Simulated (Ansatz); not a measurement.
CrOS as a Janus 2H monolayer was relaxed with 5 functionals in Ansatz, cell and atoms free, the symmetry of the start kept (meshes: PBE 12×12×1, r2SCAN 12×12×1, PBEsol 12×12×1, LDA 12×12×1, HSE06 6×6×1). The cell comes from a prototype generator: it can be a known phase or a hypothetical one. Spin polarisation is off.

The PBE result:
```xyz
3
Lattice="2.8312 0.0000 0.0000 -1.4156 2.4519 0.0000 0.0000 0.0000 29.4349" Properties=species:S:1:pos:R:3 pbc="T T F"
Cr    0.0000    1.6346    9.1638
O     1.4156    0.8173   10.2298
S     1.4156    0.8173    7.6064
```
The sheet repeats along a and b alone.

The sheet's in-plane cell has a = 2.831 Å, b = 2.831 Å (γ = 120.0°), and its outermost atoms lie 2.62 Å apart along the normal. Cr is surrounded by 3 O at 1.95 Å and 3 S at 2.26 Å; O is surrounded by 3 Cr at 1.95 Å; S is surrounded by 3 Cr at 2.26 Å.

Task: What lattice does PBEsol give?

Result: a = 2.789 Å; the area differs by -3.0 % from PBE's. Cr is surrounded by 3 O at 1.93 Å and 3 S at 2.24 Å; O is surrounded by 3 Cr at 1.93 Å; S is surrounded by 3 Cr at 2.24 Å.

Task: What lattice does HSE06 give?

Result: a = 2.786 Å; the area differs by -3.2 % from PBE's. Around Cr lie 3 O at 1.92 Å and 3 S at 2.22 Å; around O lie 3 Cr at 1.92 Å; around S lie 3 Cr at 2.22 Å.

Task: Held at the r2SCAN cell, what mean stress do LDA and PBE find, and does its sign point to their own minimum?

Result: Yes. LDA -4.88 N/m, and its relaxed area is -3.8 % from r2SCAN's; PBE +1.52 N/m, and its relaxed area is +0.9 % from r2SCAN's. Compression counts positive, so a positive stress asks for a larger cell.
